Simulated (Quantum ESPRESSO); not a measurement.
# Mg3GaO4: a curve over one atom's position

Computed values, not a measurement. The program is pw.x of Quantum ESPRESSO 7.5 (plane-wave density functional theory). The cell is made up: 8 atoms on a wurtzite lattice, with randomly drawn elements, strain and displacements, not relaxed. PseudoDojo standard norm-conserving files (v0.5 for PBE, v0.4.1 for LDA and PBEsol) set the functional; there is no spin polarisation, spin-orbit coupling or dispersion term, and the masses in the input are unused placeholders. A spin-polarised start on this cell or one of its family kept no moment.

Seven runs move atom 8 (O, counted in the order of the input) along z and keep all else fixed.

Input of the run at -0.0164:

```
&control calculation='scf', pseudo_dir='./dojo.nc.sr.pbe.v0_5.standard.upf', outdir='./o', disk_io='medium', tprnfor=.true., tstress=.true. /
&system ibrav=0, nat=8, ntyp=3, nbnd=44, ecutwfc=84.00895049, nosym=.true., tot_charge=0,
 occupations='smearing', smearing='fd', degauss=0.0073498644
/
&electrons conv_thr=7.350e-09, electron_maxstep=60, /
ATOMIC_SPECIES
Ga 1.0 Ga.upf
Mg 1.0 Mg.upf
O 1.0 O.upf
CELL_PARAMETERS angstrom
3.2991 -0.0385 -0.0181
-0.0667 5.6212 0.0284
-0.0296 0.0268 5.2036
ATOMIC_POSITIONS angstrom
Mg 0.0803 0.0027 0.0128
Ga 1.6787 2.7572 0.0797
Mg 1.599 0.9138 2.6826
Mg -0.0476 3.7375 2.56
O -0.1031 0.0172 1.9521
O 1.5665 2.7736 1.8977
O 1.5994 0.9555 4.5872
O -0.2049 3.652 4.5598
K_POINTS automatic
7 6 6 1 1 1
```

| shift of atom 8 along z (Å) | free energy less that of the input shown (eV) | Fx on atom 8 (eV/Å) | Fy on atom 8 (eV/Å) | Fz on atom 8 (eV/Å) | pressure (GPa) | iterations |
| --- | --- | --- | --- | --- | --- | --- |
| -0.1304 | 0.0482 | 0.983 | 0.731 | 1.164 | 9.09 | 11 |
| -0.0957 | 0.0166 | 1.155 | 0.821 | 0.677 | 9.07 | 12 |
| -0.0164 | 0.0000 | 1.568 | 1.032 | -0.209 | 9.22 | 12 |
| +0.0315 | 0.0201 | 1.832 | 1.165 | -0.616 | 9.42 | 12 |
| +0.1315 | 0.1151 | 2.415 | 1.455 | -1.232 | 9.99 | 12 |
| +0.1449 | 0.1321 | 2.495 | 1.495 | -1.295 | 10.07 | 12 |

Question: one run is left out of the table, at -0.1179. Estimate its Fz on atom 8 (eV/Å).

Answer: 0.980. The whole row:

```
shift of atom 8 along z (Å)  free energy less that of the input shown (eV)  Fx on atom 8 (eV/Å)  Fy on atom 8 (eV/Å)  Fz on atom 8 (eV/Å)  pressure (GPa)  iterations
                    -0.1179                                         0.0348                1.044                0.764                0.980            9.08          12
```

A cubic fit gives dFz/dz = -8.76 eV/Å² at zero shift. Across the table the free energy follows the integral of the force to within 0.5 meV. A rerun of one of the cells at 1437 eV and a 9 x 8 x 8 mesh moved values by no more than 0.004 eV in energy, 0.05 GPa in stress and 0.012 eV/Å in force.